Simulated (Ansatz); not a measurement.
SiW₃ in space group Fm-3m (No. 225; Si on 4a, W on 4b, W on 8c) at seven volumes, PBEsol (plane waves, PAW; program Ansatz), scaled uniformly. One row is withheld.

| V (Å³/atom) | P (GPa) |
|---|---|
| 13.469 | 32.79 |
| 13.913 | ? |
| 14.357 | 9.25 |
| 14.801 | 0.00 |
| 15.245 | -7.91 |
| 15.689 | -14.67 |
| 16.133 | -20.24 |

**Question.** Fit the shown pressures and predict the withheld one.

**Answer.** Third-order Birch–Murnaghan: P = (3/2)B₀(x^(7/2) − x^(5/2))[1 + (3/4)(B′ − 4)(x − 1)] with x = (V₀/V)^(2/3). Least squares on the six rows gives V₀ = 14.800 Å³/atom, B₀ = 283.7 GPa, B′ = 4.33. At V = 13.913, x = 1.0421 and P = 20.05 GPa. The run itself gave 20.09 GPa.

The cell is a constructed one: a structure type filled with these elements; neither database checked (COD, Materials Project) lists it. Whether it is the stable phase at ambient conditions was not checked. The cell was relaxed with PBEsol under the symmetry of its start; whether a distortion lowers the energy is not shown. No spin polarisation was allowed. Spin–orbit coupling is left out wherever it is not named.

Potentials: the earlier of the program's two PAW sets. The files were generated under PBE; for other functionals the program regenerates the frozen cores, and for LDA and PBEsol the local potential too.
